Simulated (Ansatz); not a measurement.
Space group P2_1/c (No. 14). a = 6.764 Å, b = 5.415 Å, c = 8.881 Å, α = 90.00°, β = 107.84°, γ = 90.00°
| atom | site | symmetry | x | y | z |
| --- | --- | --- | --- | --- | --- |
| C | 4e | 1 | 0.7133 | 0.9637 | 0.0903 |
| C | 4e | 1 | 0.6646 | 0.1611 | 0.9933 |
| C | 4e | 1 | 0.5524 | 0.7862 | 0.1029 |
| O | 4e | 1 | 0.5969 | 0.6025 | 0.1870 |
| F | 4e | 1 | 0.9065 | 0.9147 | 0.1771 |
| F | 4e | 1 | 0.8067 | 0.3190 | 0.9773 |

Equation of state of this C3OF2 structure (not necessarily the ground state), with shape and atoms relaxed at each volume where symmetry leaves them free. Computed with DFT PBE+D3(BJ), scalar-relativistic, plane waves, PAW in Ansatz 0.2.0.

Cutoff 420 eV; k points 4×6×4 on the computed 24-atom cell (Γ-centred); Gaussian smearing, width 0.02 eV; no spin polarisation.

```tsv
V (Å³/atom)	E − E(largest V) (meV/atom)	P (GPa)	gap on mesh (eV)
11.354	6.09	1.72	1.56
11.741	2.68	1.09	1.60
12.128	0.60	0.61	1.63
12.515	-0.46	0.26	1.66
12.902	-0.79	0.00	1.69
13.289	-0.58	-0.19	1.71
13.676	0.00	-0.33	1.73
```

Task: Fit a third-order Birch–Murnaghan equation to E(V).

Result: V0 = 12.92 Å³/atom, B0 = 7 GPa, B0' = 10.4. B0' is unusual or poorly fixed by this range.

1 further run of this set didn't finish or converge.

Cost: 7 runs of about 60 core-minutes in all, on Intel Xeon Platinum 8375C (Ice Lake) (shared hosts).